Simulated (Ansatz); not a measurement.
B₆As:
Space group R-3m, hexagonal axes (No. 166); a = 6.1312 Å, b = 6.1312 Å, c = 11.8937 Å, α = 90.00°, β = 90.00°, γ = 120.00°

| atom | site | symmetry | x | y | z |
|---|---|---|---|---|---|
| B | 18h | .m | 0.2066 | 0.1033 | 0.1184 |
| B | 18h | .m | 0.1504 | 0.3007 | 0.0279 |
| As | 6c | 3m | 0.0000 | 0.0000 | 0.3997 |
(The calculation used a cell of 14 atoms; values per cell refer to that cell.)

Relaxed with r²SCAN.

### Question
Which orbitals make up the states near the band edges in plane-wave PAW r²SCAN (Ansatz code)?

### Answer
Top 1 eV of the valence band: B 2p 79 %, As 4p 15 %. Bottom 1 eV of the conduction band: B 2p 48 %, As 4p 33 %, B 2s 8 %, As 4s 6 %. Projections are on Löwdin-orthogonalised atomic valence shells; empty p or d shells of many metals are not among them.

### Question
Tabulate the density of states.

### Answer
States/eV per cell of 14 atoms, in 0.25 eV bins, energy from the valence-band maximum.

```tsv
E (eV)	total	B 2p	As 4p	B 2s
-7.85	1.17	0.75	0.13	0.28
-7.60	5.26	3.45	0.34	1.38
-7.35	2.73	1.78	0.25	0.63
-7.10	3.06	2.02	0.26	0.69
-6.85	3.08	2.00	0.32	0.69
-6.60	3.75	2.36	0.45	0.85
-6.35	3.97	2.50	0.51	0.85
-6.10	3.34	2.16	0.40	0.69
-5.85	5.69	3.52	0.79	1.22
-5.60	3.83	2.60	0.32	0.74
-5.35	3.60	2.35	0.40	0.64
-5.10	1.79	1.15	0.23	0.32
-4.85	1.75	1.17	0.21	0.29
-4.60	2.51	1.75	0.33	0.37
-4.35	2.35	1.57	0.51	0.24
-4.10	3.29	2.07	0.93	0.24
-3.85	3.34	2.00	1.04	0.25
-3.60	4.03	2.35	1.32	0.30
-3.35	3.34	1.96	1.06	0.28
-3.10	5.71	3.73	1.34	0.57
-2.85	6.20	4.52	0.87	0.74
-2.60	6.57	4.87	1.10	0.51
-2.35	5.59	4.31	0.85	0.37
-2.10	7.85	6.29	1.07	0.41
-1.85	6.51	4.96	1.07	0.41
-1.60	5.97	4.42	1.12	0.38
-1.35	6.14	4.36	1.42	0.30
-1.10	7.78	5.85	1.46	0.41
-0.85	5.40	4.13	1.00	0.24
-0.60	4.26	3.29	0.75	0.18
-0.35	5.05	4.15	0.62	0.24
-0.10	1.04	0.93	0.06	0.05
0.15	0.00	0.00	0.00	0.00
0.40	0.00	0.00	0.00	0.00
0.65	0.00	0.00	0.00	0.00
0.90	0.00	0.00	0.00	0.00
1.15	0.00	0.00	0.00	0.00
1.40	0.00	0.00	0.00	0.00
1.65	0.00	0.00	0.00	0.00
1.90	0.00	0.00	0.00	0.00
2.15	0.00	0.00	0.00	0.00
2.40	0.00	0.00	0.00	0.00
2.65	0.00	0.00	0.00	0.00
2.90	0.02	0.01	0.01	0.00
3.15	0.45	0.19	0.16	0.05
3.40	1.25	0.51	0.49	0.11
3.65	1.84	0.85	0.64	0.14
3.90	2.90	1.74	0.71	0.17
4.15	3.50	2.06	0.85	0.23
4.40	3.30	1.99	0.65	0.31
4.65	1.92	1.20	0.22	0.26
4.90	4.13	2.67	0.38	0.56
5.15	6.78	4.41	0.65	0.86
5.40	4.24	2.59	0.65	0.48
5.65	4.23	2.47	0.67	0.54
5.90	3.12	1.78	0.43	0.40
6.15	3.17	1.80	0.41	0.42
6.40	5.08	2.50	0.81	0.87
6.65	4.56	2.19	0.66	0.93
6.90	4.30	2.00	0.73	0.86
7.15	6.71	3.20	1.20	1.22
7.40	4.28	2.21	0.66	0.75
7.65	3.89	1.94	0.59	0.72
```

The workflow started from a Materials Project entry (that database holds measured and hypothetical structures alike); the Crystallography Open Database copy checked does not list it. Whether it is the stable phase at ambient conditions was not checked. The r²SCAN relaxation kept the symmetry of its start; whether a distortion lowers the energy is not shown. Spin–orbit coupling is left out wherever it is not named.

Potentials: the earlier of the program's two PAW sets.
